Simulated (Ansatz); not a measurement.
input.yaml

```yaml
crystal:
  lattice:
    - [5.3623037939, 0.0, 0.0]
    - [-2.681151897, 4.6438913083, 0.0]
    - [0.0, 0.0, 4.3546776227]
  atoms:
    - { symbol: Sr, position: [0.0, 0.0, 0.0] }
    - { symbol: Pd, position: [0.3333333333, 0.6666666667, 0.0] }
    - { symbol: Pd, position: [0.6666666667, 0.3333333333, 0.0] }
    - { symbol: Pd, position: [0.5, 0.0, 0.5] }
    - { symbol: Pd, position: [0.5, 0.5, 0.5] }
    - { symbol: Pd, position: [0.0, 0.5, 0.5] }
basis:
  ecutwfc: 420
kpoints:
  mp_grid: { grid: [12, 12, 8] }
  band_path:
    path:
      - [[0.0, 0.0, 0.0], [0.5, 0.0, 0.0], [0.33333333, 0.33333333, 0.0], [0.0, 0.0, 0.0], [0.0, 0.0, 0.5], [0.5, 0.0, 0.5], [0.33333333, 0.33333333, 0.5], [0.0, 0.0, 0.5]]
      - [[0.5, 0.0, 0.5], [0.5, 0.0, 0.0]]
      - [[0.33333333, 0.33333333, 0.5], [0.33333333, 0.33333333, 0.0]]
    npoints: 14
hamiltonian:
  xc: pbesol
scf:
  occupations: { method: gaussian, width: 0.1 }
  n_extra_bands: 15
output:
  forces: true
  stress: true
  eigenvalues: true
  populations: true
  dos: { projected: true, de: 0.02, nscf_kmesh: { grid: [18, 18, 12] } }
  bader: true
  write_density: true
  write_potential: true
  elf: true
  volumetric_format: npy
```

Launched with
```bash
ansatz run input.yaml --threads 1 --pin off --max-ram 2560MiB --backend cpu --events-out ev --progress --plain --runs-dir out
```

These are results of DFT PBEsol, scalar-relativistic, plane waves, PAW (Ansatz 0.2.0), not measurements.

From the run's log, abridged (final results; tables in files aren't shown):

```
SCF 1 converged in 8 iterations: F = -38027.526851 eV  dr2 = 2.60e-9
SCF converged after 8 iterations
Free energy (F): -38027.526851 eV
Harris-Foulkes:  -38027.526851 eV  (|F-HF|=1.24e-9)
Internal energy: -38027.503876 eV  (E = F + TS)
E sigma→0 (E₀):  -38027.515364 eV
Entropy (-TS):   -0.022975 eV (-3.829 meV/atom)
Fermi energy:    15.704967 eV
--- Per-component energies (eV) ---
  E_band       = -1059.229488
  E_kinetic    = 2820.132274
  E_local      = -12429.470173  (includes V_loc(G=0)·N_el)
  E_nonlocal   = 1298.549033
  E_hartree    = 5082.020695
  E_xc         = -1011.848258
  E_vxc        = -1219.675057  (∫ρ·V_xc dr)
  E_paw        = -21069.930811  (= ΣΔE_a)
  E_vpaw       = -1692.803881  (= ΣTr[D̂ρ^β])
  E_aug_tail   = 0.001003  (compensation charges beyond the density's cutoff)
  E_ewald      = -12718.604609
  E_core_change = 1.646968  (= ΣΔE_core)
  E_smearing   = -0.022975  (= −TS)
--- Forces (eV/Å), atoms counted from 1 ---
  atom   1  Sr     0.00000000     0.00000000     0.00000000
  atom   2  Pd     0.00000000     0.00000000     0.00000000
  atom   3  Pd     0.00000000     0.00000000     0.00000000
  atom   4  Pd     0.00000000     0.00000000     0.00000000
  atom   5  Pd     0.00000000     0.00000000     0.00000000
  atom   6  Pd     0.00000000     0.00000000     0.00000000
--- Stress (GPa, compression-positive) ---
        0.018538       0.000000       0.000000
        0.000000       0.018538       0.000000
        0.000000       0.000000      -0.021237
  P = ⅓ Tr σ = 0.0053 GPa (0.053 kbar)
--- Band table (eV; the first three rows and the last of 95) ---
  k-point 0: bands = ["-68.3611", "-68.3165", "-68.3165", "-68.1402", "-68.1400", "-34.4385", "-34.3282", "-34.1694", "-34.1694", "-34.0851", "-34.0851", "-34.0602", "-33.9212", "-33.9212", "-33.8626", "-33.8483", "-33.8483", "-33.8339", "-33.7917", "-33.7917", "-18.3866", "-0.5305", "-0.5305", "-0.4622", "9.0298", "10.5002", "11.4746", "11.4746", "11.5631", "11.6543", "11.6543", "12.0422", "12.1699", "12.1699", "12.8276", "12.9550", "12.9550", "13.6211", "13.6211", "13.8395", "13.9149", "13.9149", "14.4348", "14.5195", "14.5195", "14.8045", "14.8045", "15.9759", "15.9759", "16.0563", "17.8332", "18.0782", "18.6240", "18.6240", "19.2057", "19.2057", "19.5857", "21.9355", "21.9355", "24.4243" ...
  k-point 1: bands = ["-68.3603", "-68.3165", "-68.3165", "-68.1408", "-68.1402", "-34.4518", "-34.3112", "-34.1673", "-34.1673", "-34.0956", "-34.0956", "-34.0464", "-33.9211", "-33.9211", "-33.8804", "-33.8376", "-33.8376", "-33.8339", "-33.7940", "-33.7940", "-18.3860", "-0.5300", "-0.5300", "-0.4799", "9.1707", "10.5991", "11.1966", "11.5678", "11.5678", "11.6213", "11.6213", "12.0268", "12.0268", "12.0913", "13.1645", "13.1645", "13.3233", "13.3916", "13.3916", "13.7298", "14.2036", "14.2036", "14.4261", "14.5290", "14.5290", "14.8726", "14.8726", "15.7023", "15.7023", "16.0564", "17.2181", "17.8287", "18.5113", "18.5113", "19.0458", "19.0458", "20.0297", "22.3094", "22.3094", "24.8285" ...
  k-point 2: bands = ["-68.3585", "-68.3165", "-68.3165", "-68.1427", "-68.1402", "-34.4806", "-34.2627", "-34.1621", "-34.1621", "-34.1179", "-34.1179", "-34.0164", "-33.9307", "-33.9208", "-33.9208", "-33.8339", "-33.8148", "-33.8148", "-33.7997", "-33.7997", "-18.3844", "-0.5288", "-0.5288", "-0.5221", "9.5476", "10.6850", "10.8982", "11.4176", "11.4176", "11.8247", "11.8247", "12.0266", "12.0266", "12.2095", "13.1679", "13.1679", "13.3742", "13.3742", "13.4504", "14.1817", "14.4051", "14.5515", "14.5515", "14.5846", "14.5846", "15.0632", "15.0632", "15.1612", "15.1612", "15.7167", "16.0566", "17.8073", "18.1832", "18.1832", "18.6885", "18.6885", "20.7493", "23.2117", "23.2117", "24.3583" ...
  k-point 94: bands = ["-68.3362", "-68.3362", "-68.3165", "-68.1428", "-68.1428", "-34.3422", "-34.3422", "-34.1454", "-34.1356", "-34.1356", "-34.1034", "-34.0010", "-34.0010", "-33.9727", "-33.8945", "-33.8945", "-33.8041", "-33.7987", "-33.7987", "-33.7906", "-18.3808", "-0.5692", "-0.5316", "-0.5316", "11.1756", "11.1756", "11.5635", "11.6043", "11.6043", "11.7948", "11.9385", "12.2101", "12.2101", "12.5086", "12.5086", "12.9888", "12.9888", "13.5649", "13.6125", "13.6125", "13.8672", "14.0029", "14.2531", "14.5616", "14.5616", "14.6047", "14.7081", "14.7081", "14.9093", "15.5509", "15.5509", "16.8688", "16.8688", "17.6356", "18.2521", "21.4845", "21.4845", "21.5467", "21.5467", "22.697 ...
--- Löwdin populations: 6 sites ---
  site symbol q [e]
     0     Sr      9.4207
     1     Pd     17.5013
     2     Pd     17.5013
     3     Pd     17.4282
     4     Pd     17.4282
     5     Pd     17.4282
  spilling = 0.032920 (of n_electrons = 100.000000)
--- Bader charges: 6 sites ---
  site symbol charge [e]  shift [e]
     0     Sr      1.3731     0.0000
     1     Pd     -0.2886     0.0000
     2     Pd     -0.2885     0.0000
     3     Pd     -0.2653     0.0000
     4     Pd     -0.2653     0.0000
     5     Pd     -0.2653     0.0000
  estimated error of the sums over rays = 5.3e-4 e
```

Self-consistency was reached.

The run took 3 min on 1 thread of Arm Neoverse V1 (shared host), peak memory 1.1 GiB.